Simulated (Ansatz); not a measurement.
Structure: Be4Te3S, ordered on the zincblende lattice (P-43m) with 8 atoms a cell, at its r2SCAN minimum. It is cubic, P-43m (No. 215); conventional cell a = 5.466 Å, 20.41 Å³ an atom. S has 4 Be at 2.20 Å; Be has 1 S at 2.20 Å and 3 Te at 2.43 Å; Te has 4 Be at 2.43 Å.

```
S Be Te
1.0
     5.46552    0.00000    0.00000
     0.00000    5.46552    0.00000
     0.00000    0.00000    5.46552
S Be Te
1 4 3
Direct
  0.00000 0.00000 0.00000
  0.76795 0.76795 0.76795
  0.23205 0.23205 0.76795
  0.23205 0.76795 0.23205
  0.76795 0.23205 0.23205
  0.50000 0.50000 0.00000
  0.50000 0.00000 0.50000
  0.00000 0.50000 0.50000
```

The questions ask for values computed with the plane-wave code Ansatz on this geometry. Values at 0 K without nuclear motion; no magnetic order is allowed, and the phase may be a hypothetical one.

Given (6×6×6 mesh): With PBE the gap is 1.90 eV and direct, at Γ.

Task: How does the gap change from PBE to PBE+SOC (6×6×6)?

Result: With PBE+SOC the gap is 1.65 eV and direct, at Γ. The gap differs by -0.25 eV from PBE's.

Task: What does HSE06 give for the gap (4×4×4 mesh)?

Result: With HSE06 the gap is 2.60 eV and direct, at Γ. The gap differs by +0.71 eV from PBE's.

Task: How does the gap change from PBE to PBE0 (4×4×4)?

Result: PBE0 gives a direct gap of 3.26 eV at Γ. The gap differs by +1.36 eV from PBE's.

Task: What are ε∞ and the Born charges with r2SCAN?

Result: ε∞: 6.52 in all directions. Born charges, averaged over directions: S -2.05, Be +1.53, Te -1.35 e. The program notes that the ground state's band table doesn't vouch for all the bands that the response reads.

Only the levels marked +SOC include spin-orbit coupling.

The meshes of the hybrids are coarse, so their gaps aren't converged to the digits shown.
